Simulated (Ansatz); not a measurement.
Relaxed-ion elastic tensor of GaSb (rock salt, Fm-3m) in GPa (Voigt order), PBEsol in the plane-wave PAW code Ansatz; density 6.88 g/cm³, 23.10 Å³ per atom.

```tsv
	1	2	3	4	5	6
1	134	30.3	30.3	0.0	0.0	0.0
2	30.3	134	30.3	0.0	0.0	0.0
3	30.3	30.3	134	0.0	0.0	0.0
4	0.0	0.0	0.0	7.5	0.0	0.0
5	0.0	0.0	0.0	0.0	7.5	0.0
6	0.0	0.0	0.0	0.0	0.0	7.5
```

Is the crystal mechanically stable?

Yes: the smallest eigenvalue of C is 7.5 GPa.

Work out the Voigt, Reuss and Hill averages.

K_V = 64.8, K_R = 64.8, K_H = 64.8; G_V = 25.2, G_R = 11.4, G_H = 18.3 GPa.

Give Young's modulus, Poisson's ratio, Pugh's ratio and the universal anisotropy index.

E = 9KG/(3K + G) = 50.1 GPa; ν = 0.37; K/G = 3.55 (ductile by the Pugh limit of 1.75); A_U = 5G_V/G_R + K_V/K_R − 6 = 6.09.

Estimate the sound speeds and the Debye temperature.

v_l = √((K + 4G/3)/ρ) = 3600 m/s, v_t = √(G/ρ) = 1630 m/s, mean 1840 m/s; Θ = (h/k)(3n/4πV)^(1/3) v_m = 192 K.

Give the Zener ratio and Young's modulus along [100], [110] and [111].

A = 2C44/(C11 − C12) = 0.14; 1/E = S11 − 2(S11 − S12 − S44/2)Γ with Γ = 0, 1/4, 1/3 gives 123, 27.2, 21.6 GPa.

Solve the Christoffel equation for the three sound speeds along [100], [110], [111].

Eigenvalues of C_ijkl n_j n_l equal ρv². In km/s, slowest first: [100] 1.04, 1.04, 4.41; [110] 1.04, 2.74, 3.61; [111] 2.32, 2.32, 3.30.

The cell is a constructed one: a structure type filled with these elements; neither database checked (COD, Materials Project) lists it. It is not the phase usual at ambient conditions (space group No. 216). The cell was relaxed with PBEsol under the symmetry of its start; of distortions, only those at the zone centre were tested. As this level gives no gap, shear constants depend on the k-mesh and smearing (Fermi–Dirac, 0.1 eV here). Scalar-relativistic: spin–orbit coupling is off unless named, which matters more the heavier the elements.

Potentials: the later of the program's two PAW sets.
